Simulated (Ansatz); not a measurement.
SiGe:
```
CELL_PARAMETERS angstrom
      1.96046     1.13187     6.39176
     -1.96046     1.13187     6.39176
      0.00000    -2.26375     6.39176
ATOMIC_POSITIONS crystal
  Si 0.93885 0.93885 0.93885
  Si 0.06115 0.06115 0.06115
  Ge 0.43593 0.43593 0.43593
  Ge 0.56407 0.56407 0.56407
```

Relaxed with PBEsol. Special points in fractions of this cell's reciprocal vectors: Γ (0.000, 0.000, 0.000); T (0.500, 0.500, 0.500); H2 (0.812, 0.188, 0.500); H0 (0.500, -0.188, 0.188); L (0.500, 0.000, 0.000); S0 (0.344, -0.344, 0.000); S2 (0.656, 0.000, 0.344); F (0.500, 0.000, 0.500).

Problem. List the band energies nearest the valence-band maximum at these points for PBEsol in the plane-wave PAW code Ansatz.

Solution. In eV from the valence-band maximum; about four levels below and three above (degenerate sets whole), none deeper than 8.9 eV; points with the same levels are listed once.

```
k                         below                above
--  ---------------------------  -------------------
Γ   -1.31 -1.31 -0.05 0.00 0.00  0.88 1.64 2.51 2.51
T       -0.83 -0.83 -0.83 -0.83  1.29 1.35 3.45 3.45
H2      -4.24 -4.23 -2.51 -2.35       1.46 2.07 5.08
L       -3.69 -3.63 -2.37 -2.28       1.39 1.45 4.38
S0      -4.49 -4.04 -2.70 -2.29       1.31 3.25 3.37
F       -2.99 -2.98 -1.31 -1.29       0.33 0.67 1.21
```

Space group R-3m. The start of the workflow was typed in or built on a structure type; neither database checked (COD, Materials Project) lists it. Its standing as an ambient phase is unchecked. The PBEsol relaxation kept the symmetry of its start; whether a distortion lowers the energy is not shown. Spin–orbit coupling is left out wherever it is not named.

Potentials: the earlier of the program's two PAW sets. The files were generated under PBE; for other functionals the program regenerates the frozen cores, and for LDA and PBEsol the local potential too.
